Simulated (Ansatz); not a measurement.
Input file for Ansatz (an electronic-structure program):

Ansatz 0.2 input:
```yaml
crystal:
  lattice:
    - [-2.8953024626, 2.8953024626, 4.8009428647]
    - [2.8953024626, -2.8953024626, 4.8009428647]
    - [2.8953024626, 2.8953024626, -4.8009428647]
  atoms:
    - { symbol: Ge, position: [0.75, 0.25, 0.5] }
    - { symbol: Ge, position: [0.0, 0.0, 0.0] }
    - { symbol: Se, position: [0.6243788905, 0.625, 0.4993788905] }
    - { symbol: Se, position: [0.375, 0.8743788905, 0.9993788905] }
    - { symbol: Se, position: [0.1256211095, 0.125, 0.5006211095] }
    - { symbol: Se, position: [0.875, 0.3756211095, 0.0006211095] }
kpoints:
  mp_grid: { grid: [7, 7, 7] }
basis: { xc_grid: 2 }
hamiltonian:
  xc: pbesol
  pseudopotentials: { kind: paw }
scf:
  occupations: { method: fixed }
checkpoint: { read: static.run }
output: { write_density: true, elf: true, volumetric_format: npy }
```

Output (shortened):

```
Pseudopotential: Ge, paw, valence charge 14
Pseudopotential: Se, paw, valence charge 16
Functional definition: PBEsol
Crystal: 6 atoms, lattice volume = 160.981 Å³
Basis set: ecut = 420 eV, 3145 PW (Γ), exchange–correlation on 90×90×90 points (8 copies of the dense FFT grid, shifted against one another)
Bands: 56, of which v1, the nominal top of the filled ones, is band 46 counted from 1 (45 counted from 0)
Symmetry: 8 space group operations
Space group: I-42d (ITA 122), of the structure as read, at distance tolerance 5.4e-5 Å
k-points: 40 of 343 (time reversal used)
Stability of the state it starts from, as read at its close in the unpolarized treatment …
iter 1 solved again at ethr=7.57e-8 eV; its pass at ethr=3.10e-3 eV (dr2=6.97e-5 eV) is discarded
SCF iter   1: F=—  HF=-30205.157371 eV  |F-HF|=—  |Δ(HF+E_count)|=         —  Δρ=3.23e-7  dr2=1.19e-10  ethr=7.57e-8  ⟨swp⟩=2.9  Hψ=11849  notcnv=0  defer=320
preconditioner: auto → Resta (q_TF=auto, 2.485 Å⁻¹)
SCF iter   2: F=-30205.157371 eV  HF=-30205.157371 eV  |F-HF|=3.64e-12  |Δ(HF+E_count)|=   2.90e-9  Δρ=1.54e-7  dr2=3.14e-11  ethr=1.00e-12  ⟨swp⟩=10.6  Hψ=10634  notcnv=0
SCF 1 converged in 2 iterations: F = -30205.157371 eV  dr2 = 3.14e-11
SCF converged after 2 iterations
Free energy (F): -30205.157371 eV
Harris-Foulkes:  -30205.157371 eV  (|F-HF|=3.64e-12)
Internal energy: -30205.157371 eV  (E = F + TS)
E sigma→0 (E₀):  -30205.157371 eV
Fermi energy:    6.117273 eV
--- Per-component energies (eV) ---
  E_band       = -1999.931804
  E_kinetic    = 693.909964
  E_local      = -15936.501750  (includes V_loc(G=0)·N_el)
  E_nonlocal   = -1527.265321
  E_hartree    = 7523.834626
  E_xc         = -560.983717
  E_vxc        = -518.759071  (∫ρ·V_xc dr)
  E_paw        = -11431.749875  (= ΣΔE_a)
  E_vpaw       = 241.016992  (= ΣTr[D̂ρ^β])
  E_aug_tail   = -0.001810  (compensation charges beyond the density's cutoff)
  E_ewald      = -8972.269162
  E_core_change = 5.869674  (= ΣΔE_core)
  E_smearing   =  0.000000  (= −TS)
  E_closure    =  0.000000  (closes the sum)
  Σ components = -30205.157371   (vs F -30205.157371, Δ=0.00e0)
  [band-id]    e_kinetic+e_local+e_nonlocal+2·e_hartree+e_vxc+e_vpaw+e_augmentation_tail = -1999.931744   (vs E_band -1999.931804, Δ=6.01e-5)
--- Band table (eV; the first three rows and the last of 40) ---
  k-point 0: bands = ["-41.1720", "-41.1716", "-41.1715", "-41.1715", "-41.1706", "-41.1703", "-41.1703", "-41.1701", "-41.0251", "-41.0249", "-41.0249", "-41.0247", "-40.9749", "-40.9748", "-40.9747", "-40.9747", "-40.9444", "-40.9444", "-40.9443", …
  k-point 1: bands = ["-41.1719", "-41.1716", "-41.1716", "-41.1715", "-41.1706", "-41.1703", "-41.1703", "-41.1701", "-41.0251", "-41.0249", "-41.0249", "-41.0247", "-40.9749", "-40.9748", "-40.9747", "-40.9747", "-40.9444", "-40.9444", "-40.9443", …
  k-point 2: bands = ["-41.1718", "-41.1716", "-41.1716", "-41.1715", "-41.1705", "-41.1704", "-41.1702", "-41.1701", "-41.0250", "-41.0249", "-41.0249", "-41.0248", "-40.9749", "-40.9748", "-40.9748", "-40.9747", "-40.9445", "-40.9444", "-40.9443", …
  k-point 39: bands = ["-41.1718", "-41.1718", "-41.1715", "-41.1715", "-41.1704", "-41.1703", "-41.1703", "-41.1702", "-41.0249", "-41.0249", "-41.0249", "-41.0249", "-40.9749", "-40.9749", "-40.9747", "-40.9747", "-40.9444", "-40.9444", "-40.9443", …
```

Cost: about 26 core-seconds (a rough figure) on shared cores.

The first step of the workflow began from a Materials Project structure, measured or hypothetical; the Crystallography Open Database copy checked does not list it. Whether it is the stable phase at ambient conditions was not checked. Symmetry was held in the PBEsol relaxation; its stability against distortions is not shown here. Spin–orbit coupling is left out wherever it is not named.

Potentials: the later of the program's two PAW sets.

Ansatz is a plane-wave DFT program.
